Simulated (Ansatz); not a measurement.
**HfMo2: do energies and stresses tell the same story?**

Method: Ansatz, DFT r2SCAN, scalar-relativistic, plane waves, PAW.

Plane waves to 500 eV, a k mesh through Γ of 8×8×8 on the computed 6-atom cell and Gaussian smearing (0.10 eV); no spin polarisation.

Relaxed cell: Fd-3m, a = 7.545 Å, b = 7.545 Å, c = 7.545 Å, α = 90.00°, β = 90.00°, γ = 90.00°, 6 atoms in the primitive cell. Whether it is the stable form of this composition wasn't checked.

Energies at zero smearing and pressures from the stress tensor, at volumes with shape and atoms relaxed:
```csv
V (Å³/atom),E − E(first) (meV/atom),P (GPa)
15.752,0.00,33.90
16.289,-95.58,23.44
16.826,-158.59,14.44
17.363,-193.61,6.68
17.900,-204.40,-0.01
18.437,-194.29,-5.77
18.974,-166.23,-10.72
19.690,-105.31,-16.25
```

Question: Check P = −dE/dV between neighbouring volumes, and get the bulk modulus from the pressures alone.

Answer: With 1 eV/Å³ = 160.2 GPa:
```tsv
middle V (Å³/atom)	−ΔE/ΔV (GPa)	mean P (GPa)
16.020	28.516	28.670
16.557	18.802	18.943
17.094	10.447	10.564
17.631	3.222	3.338
18.168	-3.017	-2.890
18.705	-8.374	-8.246
19.332	-13.630	-13.483
```

The two differ by 0.15 GPa at most. The mean of two end pressures misses the average over a step by about ΔV² P″/12, up to 0.13 GPa here; with that taken off 0.07 GPa remains. The stress is the derivative of the free energy, not of the energy at zero smearing, and with free energies 0.01 GPa remains. Around V = 17.900 Å³/atom, the two neighbours give B = −V ΔP/ΔV = 17.900 × 12.46 / 1.074 = 207.6 GPa, against B0 = 206.8 GPa from the Birch–Murnaghan fit of the energies.

Spin–orbit coupling is left out, which can shift energies with elements as heavy as these.